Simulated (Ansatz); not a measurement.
W (diamond type) under strong compression

```yaml
crystal:
  lattice:
    - [0.00000, 2.87896, 2.87896]
    - [2.87896, 0.00000, 2.87896]
    - [2.87896, 2.87896, 0.00000]
  atoms:
    - { symbol: W, position: [0.87500, 0.87500, 0.87500] }
    - { symbol: W, position: [0.12500, 0.12500, 0.12500] }
```

The cell comes from a relaxation on PAW files under the same functional, begun from a prototype that needn't be the stable phase.

Its volume is scaled at fixed shape and fractional positions.

Level of theory: DFT with PBEsol, scalar-relativistic, in Ansatz 0.2.0; a Γ-centred 14×14×14 k mesh, Fermi–Dirac smearing of 0.1 eV, no spin polarisation. LAPW: all electrons, basis error target 1 meV/atom; PAW: frozen-core files, cutoff 420 eV; crystal datasets: all electrons, by PAW datasets that the program makes for each cell; norm-conserving: pseudopotentials, cutoff 1007 eV.

Energies are extrapolated to zero smearing and count from the unscaled cell; pressure is positive in compression; gaps take the mesh and a band path. No temperature or zero-point motion is included.

Spin–orbit coupling is left out, which matters for the heavy atoms. The PAW files were made under PBE.

```
V/V0  V (Å³/atom)  P LAPW (GPa)  ΔE LAPW (eV/atom)  P PAW − LAPW (GPa)  ΔE PAW − LAPW (meV/atom)
1.00        23.86         -0.02              0.000                0.02                       0.0
0.92        21.95         12.59              0.067                0.08                       0.6
0.84        20.04          31.3              0.318                0.17                       2.1
0.76        18.14             ?                  ?                   ?                         ?
0.68        16.23         105.2              1.806                0.48                       9.6
0.60        14.32         180.9              3.467                0.57                      16.1
0.52        12.41         314.4              6.336                0.01                      20.3
0.45        10.74         529.9             10.628               -2.24                      11.1
```

Q: Fit the Vinet equation to the LAPW pressures shown (residuals weighted by 1/(|P| + 0.03·Pmax)), and predict the pressure of the withheld row.

A: The fit gives V0 = 23.90 Å³/atom, B0 = 115 GPa and B0′ = 4.75. At 18.14 Å³/atom, x = (V/V0)^(1/3) = 0.9120, and P = 3·B0·(1 − x)/x²·exp[1.5·(B0′ − 1)·(1 − x)] = 60.0 GPa. The run itself gave 59.9 GPa (+0.1 % off) and ΔE = 0.846 eV/atom.

Q: From the table, what is the rise of the enthalpy H = E + pV up to the last row, and how stiff is the crystal between the last two rows?

A: ΔH = 10.628 eV + (529.9 GPa × 10.74 Å³ + 0.02 GPa × 23.86 Å³) × 0.006242 eV/(GPa·Å³) = 46.14 eV/atom, of which pV makes 77 %. The mean bulk modulus there is −ΔP/Δln V = 1490 GPa.

Q: At the smallest volume, how far do crystal datasets and norm-conserving lie from LAPW in pressure?

A: crystal datasets: +0.01 GPa; norm-conserving: +6.04 GPa, on a LAPW pressure of 529.9 GPa.

Q: How do the Löwdin populations by LAPW change from the unscaled cell to the last row?

A: W 5s 1.96 → 1.86, W 6s 1.05 → 0.71, W 5p 5.96 → 5.80, W 5d 4.98 → 5.60 electrons an atom. These are projections on the shells that the free atoms fill; 0.09 e a cell lies outside them at the start and 0.12 e at the end.
